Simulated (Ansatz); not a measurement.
Hf:
```cif
data_Hf2
_chemical_formula_sum 'Hf2'
_space_group_name_H-M_alt 'P63/mmc'
_space_group_IT_number 194
_space_group_name_Hall '-P 6c 2c'
_cell_length_a 3.12077
_cell_length_b 3.12077
_cell_length_c 4.93879
_cell_angle_alpha 90.000
_cell_angle_beta 90.000
_cell_angle_gamma 120.000
loop_
_atom_site_label
_atom_site_type_symbol
_atom_site_symmetry_multiplicity
_atom_site_Wyckoff_symbol
_atom_site_fract_x
_atom_site_fract_y
_atom_site_fract_z
_atom_site_occupancy
Hf1 Hf 2 c 0.33333 0.66667 0.25000 1
```

Relaxed with LDA.

Problem. Which orbitals make up the states near the Fermi level in DFT-LDA in the program Ansatz with PAW potentials?

Solution. Within 0.5 eV of the Fermi level: Hf 5d 90 %. Projections are on Löwdin-orthogonalised atomic valence shells; empty p or d shells of many metals are not among them.

Problem. Tabulate the density of states.

Solution. States/eV per cell of 2 atoms, in 0.25 eV bins, energy from the Fermi level.

| E (eV) | total | Hf 5d | Hf 6s | Hf 5p |
|---|---|---|---|---|
| -7.85 | 0.00 | 0.00 | 0.00 | 0.00 |
| -7.60 | 0.01 | 0.00 | 0.01 | 0.00 |
| -7.35 | 0.07 | 0.00 | 0.06 | 0.00 |
| -7.10 | 0.10 | 0.00 | 0.09 | 0.00 |
| -6.85 | 0.13 | 0.00 | 0.12 | 0.00 |
| -6.60 | 0.16 | 0.00 | 0.14 | 0.00 |
| -6.35 | 0.18 | 0.01 | 0.17 | 0.00 |
| -6.10 | 0.21 | 0.01 | 0.19 | 0.01 |
| -5.85 | 0.24 | 0.02 | 0.21 | 0.01 |
| -5.60 | 0.29 | 0.03 | 0.24 | 0.01 |
| -5.35 | 0.31 | 0.04 | 0.25 | 0.01 |
| -5.10 | 0.36 | 0.06 | 0.28 | 0.01 |
| -4.85 | 0.41 | 0.09 | 0.30 | 0.01 |
| -4.60 | 0.49 | 0.14 | 0.32 | 0.02 |
| -4.35 | 0.59 | 0.21 | 0.35 | 0.02 |
| -4.10 | 0.79 | 0.37 | 0.39 | 0.02 |
| -3.85 | 1.39 | 0.88 | 0.45 | 0.02 |
| -3.60 | 1.38 | 0.94 | 0.40 | 0.02 |
| -3.35 | 1.35 | 0.97 | 0.33 | 0.02 |
| -3.10 | 1.40 | 1.07 | 0.28 | 0.03 |
| -2.85 | 1.69 | 1.40 | 0.24 | 0.03 |
| -2.60 | 1.70 | 1.47 | 0.19 | 0.03 |
| -2.35 | 1.98 | 1.80 | 0.13 | 0.03 |
| -2.10 | 1.42 | 1.29 | 0.09 | 0.03 |
| -1.85 | 1.33 | 1.22 | 0.07 | 0.03 |
| -1.60 | 1.83 | 1.69 | 0.08 | 0.03 |
| -1.35 | 2.25 | 2.09 | 0.08 | 0.04 |
| -1.10 | 2.76 | 2.52 | 0.12 | 0.05 |
| -0.85 | 3.05 | 2.73 | 0.17 | 0.05 |
| -0.60 | 2.05 | 1.85 | 0.10 | 0.03 |
| -0.35 | 0.89 | 0.81 | 0.04 | 0.01 |
| -0.10 | 1.26 | 1.13 | 0.05 | 0.02 |
| 0.15 | 2.46 | 2.21 | 0.11 | 0.03 |
| 0.40 | 3.29 | 2.95 | 0.17 | 0.03 |
| 0.65 | 3.06 | 2.70 | 0.17 | 0.03 |
| 0.90 | 2.98 | 2.57 | 0.20 | 0.03 |
| 1.15 | 2.92 | 2.48 | 0.20 | 0.02 |
| 1.40 | 3.13 | 2.69 | 0.18 | 0.02 |
| 1.65 | 3.09 | 2.76 | 0.10 | 0.01 |
| 1.90 | 2.04 | 1.89 | 0.04 | 0.01 |
| 2.15 | 1.45 | 1.37 | 0.02 | 0.01 |
| 2.40 | 1.15 | 1.08 | 0.02 | 0.00 |
| 2.65 | 1.11 | 1.06 | 0.01 | 0.00 |
| 2.90 | 1.15 | 1.10 | 0.02 | 0.00 |
| 3.15 | 1.18 | 1.12 | 0.02 | 0.00 |
| 3.40 | 1.13 | 1.07 | 0.02 | 0.00 |
| 3.65 | 1.14 | 1.08 | 0.02 | 0.00 |
| 3.90 | 1.15 | 1.08 | 0.03 | 0.00 |
| 4.15 | 1.18 | 1.10 | 0.04 | 0.00 |
| 4.40 | 1.24 | 1.14 | 0.05 | 0.00 |
| 4.65 | 1.42 | 1.29 | 0.07 | 0.00 |

Space group P6_3/mmc (hcp (Mg type)). The LDA relaxation kept the symmetry of its start. The run is not spin-polarised. Scalar-relativistic: spin–orbit coupling is off unless named, which matters more the heavier the elements.

Potentials: the earlier of the program's two PAW sets. The files were generated under PBE; for other functionals the program regenerates the frozen cores, and for LDA and PBEsol the local potential too.
